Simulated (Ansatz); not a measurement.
The elements of this relaxed trial crystal are hidden behind letters.

```
lattice vectors (Å)
   4.5959    0.0000    0.0000
   0.0000    4.5959    0.0000
   0.0000    0.0000   13.0605
fractional positions
X 0.0000 0.0000 0.0000
Z 0.5000 0.5000 0.7590
Z 0.0000 0.0000 0.5000
Z 0.5000 0.5000 0.2410
Q 0.5000 0.0000 0.6295
Q 0.0000 0.5000 0.3705
Q 0.5000 0.0000 0.1110
Q 0.0000 0.5000 0.8890
```

The calculation used DFT PBE, scalar-relativistic, plane waves, PAW (Ansatz). Plane waves to 420 eV, a 6×6×2 mesh through Γ for the 8-atom cell and 0.02 eV Gaussian smearing; no spin polarisation.

* Space group: P-4m2 (No. 115)
* Conventional cell: a = 4.596 Å, c = 13.060 Å
* Volume per atom: 34.48 Å³
* Density: 5.50 g/cm³
* Energy over the elements: −0.456 eV/atom
* Gap on the 6×6×2 mesh of the 8-atom cell: 0.64 eV

Energies are uncorrected and count from the elements' standard states at the same level.

**Question.** X is a d-block element of period 4, Z is a d-block element of period 5 and Q is a p-block element of period 5. Which elements are they?

**Answer.** X = Zn, Z = Cd, Q = Te, so the formula is ZnCd3Te4. Density times volume gives a mean mass of 5.50 × 34.48/1.6605 = 114.2 u per atom, and this set has 114.1 u. Among the elements that the hints allow, noble gases aside, only these give it. Around Zn lie 4 Te at 2.72 Å; Cd on a site of symmetry 2mm has 4 Te at 2.85–2.86 Å; around Te on its first site lie 4 Cd at 2.85 Å; 2 more sites not described.

These runs have no spin–orbit coupling, which can matter for Te. Kohn–Sham gaps at this level usually fall short of measured ones. The missing spin–orbit coupling can work the other way here. Symmetry constrained the relaxation, so the result can be a saddle point.
